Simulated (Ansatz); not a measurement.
Sc2Si2O7 (space group C2/m)

```xyz
11
Lattice="3.2090 -4.1974 0.0000 3.2090 4.1974 0.0000 -1.0102 0.0000 4.5473" Properties=species:S:1:pos:R:3 pbc="T T T"
Sc     3.2090     1.6034     0.0000
Sc     3.2090    -1.6034     0.0000
Si     1.0453     0.0000     1.8564
Si     4.3625     0.0000     2.6909
O      4.0993    -1.3385     3.5806
O      1.3085     1.3385     0.9667
O      1.3085    -1.3385     0.9667
O      4.0993     1.3385     3.5806
O     -0.5051     0.0000     2.2736
O      3.5846     0.0000     1.2635
O      1.8233     0.0000     3.2838
```

The slice is a (1 0 -1) plane (indices of the conventional cell) through the point (0.602, 0.602, 0.278) (fractional), spanned by u = [111] and v = [1 -1 0] in vectors of this cell: u (7.07 Å) and v (8.39 Å, at 90° to u). It covers one period; positions are fractions (u, v).

Level of theory: LDA (plane waves to 420 eV, PAW, scalar-relativistic; Ansatz, an electronic-structure program). k mesh 6×6×6. Near the nuclei the fields are pseudised (PAW); where an atom keeps semicore shells as valence, they peak there. Sc2Si2O7 is run without spin polarisation. Sc2Si2O7 was relaxed with its symmetry unable to fall.

Question: Predict the map of the electrostatic potential energy of an electron, from the cell's mean on the slice.

Answer: 
```
|xxxx        ..**@@@@@@@@##++==--xx|
|--==::    ..**%%@@@@@@%%++      ..|
|--**##++++##%%%%%%%%%%**::        |
|::##%%@@@@%%%%##****##**..        |
|==%%@@@@@@%%##++==++++++--        |
|****##%%@@%%**==----    ==::    --|
|++----==**####++==--xxxx**##++++**|
|::        **####**++--++%%%%%%##**|
|  xxxxxx      ********##@@@@@@%%++|
|  xxxxxx  xxxx--**++**##@@@@@@%%==|
|  xxxxxx      ********##@@@@@@%%++|
|::        **####**++--++%%%%%%##**|
|++----==**####++==--xxxx**##++++**|
|****##%%@@%%**==----    ==::    --|
|==%%@@@@@@%%##++==++++++--        |
|::##%%@@@@%%%%##****##**..        |
|--**##++++##%%%%%%%%%%**::        |
|--==::    ..**%%@@@@@@%%++      ..|
|xxxx        ..**@@@@@@@@##++==--xx|
|xxxx  xxxx    **@@@@@@@@%%##**==xx|
```
Scale: ten equal steps from 2.00 (start of ' ') to 10.36 (end of '@'), in the order ' .:-=+*#%@'. Values: electrostatic potential energy of an electron, from the cell's mean, in eV. The map has 17 points along u (two characters each, u = 0 at the left) and 20 along v (v = 0 in the bottom row). Points within 0.7 Å of a nucleus are blanked (x), as the pseudised field means little there. Values under 2 eV are set to 2. The zero, the cell's mean, hangs on the PAW cores.
